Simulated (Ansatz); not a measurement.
AgBr:
```cif
data_Ag4Br4
_chemical_formula_sum 'Ag4 Br4'
_space_group_name_H-M_alt 'Fm-3m'
_space_group_IT_number 225
_space_group_name_Hall '-F 4 2 3'
_cell_length_a 5.84089
_cell_length_b 5.84089
_cell_length_c 5.84089
_cell_angle_alpha 90.000
_cell_angle_beta 90.000
_cell_angle_gamma 90.000
loop_
_atom_site_label
_atom_site_type_symbol
_atom_site_symmetry_multiplicity
_atom_site_Wyckoff_symbol
_atom_site_fract_x
_atom_site_fract_y
_atom_site_fract_z
_atom_site_occupancy
Ag1 Ag 4 b 0.50000 0.50000 0.50000 1
Br1 Br 4 a 0.00000 0.00000 0.00000 1
```
(The calculation used a cell of 2 atoms; values per cell refer to that cell.)

Relaxed with PBE.

Question: Give the optical modes at the zone centre with their infrared and Raman activity from DFPT, PBE in the plane-wave PAW code Ansatz.

Answer: Transverse frequencies, without the LO–TO term; a row sums one degenerate level.

| ω (cm⁻¹) | degeneracy | IR ((D/Å)²/amu) | Raman (Å⁴/amu) | activity | symmetry |
|---|---|---|---|---|---|
| 68 | 3 | 3.60 | 0 | IR | T1u |

Question: How high does the top mode go among those that the LO–TO term moves?

Answer: 115 cm⁻¹ for q along x.

The PBE relaxation kept the symmetry of its start; phonons on a q-mesh show no instability. No spin polarisation was allowed.

Potentials: the later of the program's two PAW sets.
